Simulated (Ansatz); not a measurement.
Starting cell, Sn (diamond):

```
Sn
1.0
    0.00000     3.32763     3.32763
    3.32763     0.00000     3.32763
    3.32763     3.32763     0.00000
Sn
2
Direct
  0.50000   0.50000   0.50000
  0.75000   0.75000   0.75000
```

In this cell atom 2 (Sn, nearest neighbour Sn at 2.882 Å; its periodic images, 4.7 Å or more away, move with it) is moved by s along Cartesian [111], unit vector (0.577, 0.577, 0.577); all other atoms and the cell stay fixed.

The numbers are results of PBE (plane waves to 420 eV, PAW, scalar-relativistic; Ansatz, a first-principles code), not measurements. k mesh 10×10×10 (Γ-centred), Fermi-Dirac smearing 0.05 eV. The energy includes the smearing's −TS. With partly filled bands, energies and forces of such displacements shift with the k mesh and the smearing. Sn was relaxed with its symmetry unable to fall. The relaxed volume of Sn is well above the measured one; the method has no dispersion term. The zero of ΔE is the undisplaced structure.

Successive frames, forces in eV/Å:

```json
[
 {"frame": "s = 0.174 Å", "ΔE (meV/cell)": "83", "F on Sn1": "(0.525, 0.525, 0.525)", "F on Sn2": "(-0.525, -0.525, -0.525)"},
 {"frame": "s = 0.116 Å", "ΔE (meV/cell)": "38", "F on Sn1": "(0.370, 0.370, 0.370)", "F on Sn2": "(-0.370, -0.370, -0.370)"},
 {"frame": "s = 0.058 Å", "ΔE (meV/cell)": "10", "F on Sn1": "(0.193, 0.193, 0.193)", "F on Sn2": "(-0.193, -0.193, -0.193)"},
 {"frame": "s = 0.000 Å", "ΔE (meV/cell)": "0", "F on Sn1": "(0.000, 0.000, 0.000)", "F on Sn2": "(0.000, 0.000, 0.000)"}
]
```

**Question.** What are the energy and the forces in the next frame, s = -0.058 Å?

**Answer.** ΔE (meV/cell) = 11.

| atom | Fx | Fy | Fz |
|---|---|---|---|
| Sn1 | -0.230 | -0.230 | -0.230 |
| Sn2 | 0.230 | 0.230 | 0.230 |

(A displaced cell: forces are minus the slopes of the energy, force constants its curvatures, and phonons follow from these.)
